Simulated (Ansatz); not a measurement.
Si₃N₄ (space group P6_3/m)

```
CELL_PARAMETERS angstrom
      7.62465     0.00000     0.00000
     -3.81232     6.60314     0.00000
      0.00000     0.00000     2.91047
ATOMIC_POSITIONS crystal
  Si 0.23242 0.82605 0.75000
  Si 0.76758 0.17395 0.25000
  Si 0.40637 0.23242 0.25000
  Si 0.59363 0.76758 0.75000
  Si 0.17395 0.40637 0.75000
  Si 0.82605 0.59363 0.25000
  N  0.33333 0.66667 0.75000
  N  0.66667 0.33333 0.25000
  N  0.97037 0.67000 0.75000
  N  0.02963 0.33000 0.25000
  N  0.30037 0.97037 0.25000
  N  0.69963 0.02963 0.75000
  N  0.33000 0.30037 0.75000
  N  0.67000 0.69963 0.25000
```

The volume is varied about the relaxed value V₀ at fixed cell shape. The atoms relax within the cell's symmetry.

The numbers are results of PBEsol (plane waves to 420 eV, PAW, scalar-relativistic; Ansatz, a first-principles code), not measurements. k mesh 4×4×9 (Γ-centred), Fermi-Dirac smearing 0.05 eV. Energies are smeared free energies. Stress and pressure are positive under compression. With the shape held, the modulus is that of even scaling; a crystal free to change shape is softer. Si3N4 was relaxed with its symmetry unable to fall. The zero of ΔE is the relaxed starting cell.

| V (Å³/atom) | ΔE (meV/atom) |
|---|---|
| 9.420 | 93.3 |
| 9.629 | 57.7 |
| 9.839 | 31.4 |
| 10.048 | withheld |
| 10.257 | 3.2 |
| 10.467 | 0.0 |
| 10.676 | 3.0 |
| 10.885 | 11.9 |
| 11.095 | 25.9 |
| 11.304 | 44.7 |
| 11.513 | 67.8 |

### Question
Fit a third-order Birch-Murnaghan form (E₀, V₀, B₀, B₀′ free) to the given rows and predict ΔE at V = 10.048.

### Answer
Least squares on the 10 given rows: ΔE = E₀ + (9V₀B₀/16)·y²·[2 + (B₀′ − 4)y], y = (V₀/V)^(2/3) − 1, with V₀ = 10.467 Å³/atom, B₀ = 241.9 GPa (160.2 GPa = 1 eV/Å³; the term in eV is multiplied by 1000), B₀′ = 3.75, E₀ = -0.02 meV/atom; root-mean-square residual 0.04 meV/atom. At 10.048 the fit gives 13.5 meV/atom; the calculation gives 13.5 meV/atom, the same to the digits shown. For the pressure the fit gives 10.7 GPa against the computed 10.7 GPa.

(Under strain, the slope of the energy per volume gives the stress and its curvature an elastic modulus.)
